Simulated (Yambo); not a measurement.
G0W0@PBEsol for CaCrO4 (space group I4_1/amd, No. 141) in Yambo. Reference settings: 2×2×2 Γ-centred k mesh, bands 9 to 255 and a 7 Ry block in the screening, 255 bands in G with the Bruneval-Gonze terminator, plasmon pole fitted at 27.2 eV. The PBEsol gap Γ → Γ on this mesh is 2.31 eV; G0W0 gaps are taken between the same points.

The settings were changed. The gap went from 4.77 eV to 4.84 eV, and the shift of the valence edge from -0.69 eV to -0.76 eV.

Task: Which change was made?
A. 171 bands in G, no terminator
B. pole fitted at 55 eV
C. 110 bands in G, no terminator
D. 6 Ry block

Result: B, pole fitted at 55 eV. The others gave (gap, valence shift): 110 bands in G, no terminator: 4.69, -0.05 eV; 6 Ry block: 4.79, -0.67 eV; 171 bands in G, no terminator: 4.73, -0.32 eV.

Geometry of the Materials Project entry, not relaxed at this level; primitive cell a = b = c = 6.0059 Å, α = β = 105.82°, γ = 117.05°.

The runs are not spin-polarised; magnetic order was not tried.

A shift is the quasiparticle energy of the state minus its PBEsol energy.
